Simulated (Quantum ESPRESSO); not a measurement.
**Band energies of AgI**

```
AgI
1.0
    4.47139     0.00000     0.00000
    0.00000     4.47139     0.00000
    0.00000     0.00000     6.64540
Ag I
2 2
Direct
  0.00000   0.00000   0.00000
  0.50000   0.50000   0.00000
  0.00000   0.50000   0.72082
  0.50000   0.00000   0.27918
```

norm-conserving LDA (Quantum ESPRESSO, 86 Ry, no spin-orbit coupling); path ΓXMΓZRAZ,XR,MA; energies in eV from the valence-band maximum.

| k (1/Å) | point | band 22 | band 23 | band 24 | band 25 | band 26 | band 27 | band 28 | band 29 |
|---|---|---|---|---|---|---|---|---|---|
| 0.00 | Γ | -1.59 | -1.59 | -0.65 | 0.00 | 0.00 | 1.22 | 3.81 | 4.00 |
| 0.47 |  | -2.70 | -1.21 | -1.02 | -0.93 | -0.24 | 2.79 | 3.67 | 4.56 |
| 0.70 | X | -3.03 | -1.33 | -1.33 | -0.54 | -0.54 | 3.44 | 3.44 | 5.25 |
| 1.05 |  | -2.55 | -1.48 | -1.48 | -1.18 | -1.18 | 3.40 | 3.40 | 4.45 |
| 1.41 | M | -1.86 | -1.83 | -1.83 | -1.72 | -1.72 | 3.21 | 3.21 | 3.32 |
| 1.63 |  | -2.11 | -1.70 | -1.56 | -1.47 | -1.36 | 3.20 | 3.28 | 3.71 |
| 2.07 |  | -2.03 | -1.60 | -0.73 | -0.67 | -0.43 | 2.35 | 3.74 | 4.49 |
| 2.40 | Γ | -1.59 | -1.59 | -0.65 | 0.00 | 0.00 | 1.22 | 3.81 | 4.00 |
| 2.64 |  | -1.46 | -1.46 | -1.02 | -0.19 | -0.19 | 1.92 | 3.91 | 4.00 |
| 2.87 | Z | -1.30 | -1.29 | -1.29 | -0.43 | -0.43 | 2.78 | 3.78 | 4.08 |
| 3.17 |  | -2.14 | -1.04 | -0.96 | -0.59 | -0.42 | 2.73 | 3.35 | 4.93 |
| 3.57 | R | -3.03 | -0.66 | -0.66 | -0.51 | -0.51 | 2.38 | 2.38 | 5.92 |
| 4.08 |  | -2.56 | -1.91 | -1.91 | -1.16 | -1.16 | 3.87 | 3.87 | 4.74 |
| 4.28 | A | -2.35 | -2.07 | -2.07 | -1.51 | -1.51 | 4.32 | 4.32 | 4.57 |
| 4.55 |  | -2.64 | -1.93 | -1.48 | -1.37 | -0.80 | 3.54 | 4.12 | 4.27 |
| 4.91 |  | -1.94 | -1.37 | -1.03 | -1.00 | -0.27 | 2.87 | 4.10 | 4.52 |
| 5.27 | Z | -1.30 | -1.29 | -1.29 | -0.43 | -0.43 | 2.78 | 3.78 | 4.08 |
| 5.27 | X | -3.03 | -1.33 | -1.33 | -0.54 | -0.54 | 3.44 | 3.44 | 5.25 |
| 5.74 | R | -3.03 | -0.66 | -0.66 | -0.51 | -0.51 | 2.38 | 2.38 | 5.92 |
| 5.74 | M | -1.86 | -1.83 | -1.83 | -1.72 | -1.72 | 3.21 | 3.21 | 3.32 |
| 6.22 | A | -2.35 | -2.07 | -2.07 | -1.51 | -1.51 | 4.32 | 4.32 | 4.57 |

The LDA gap is direct, 1.22 eV at Γ.

Spin-orbit coupling is left out, which matters for elements this heavy: edges can move by tenths of an eV.

Geometry of the Materials Project entry, not relaxed at this level.

This is not the ordinary phase of the substance; no match was found in the copy of COD used, and its stability was not checked.

The distance between layers or molecules is the database entry's, not relaxed here. Functionals without dispersion can leave it too large, which widens gaps and weakens the response across layers: the numbers belong to this cell.
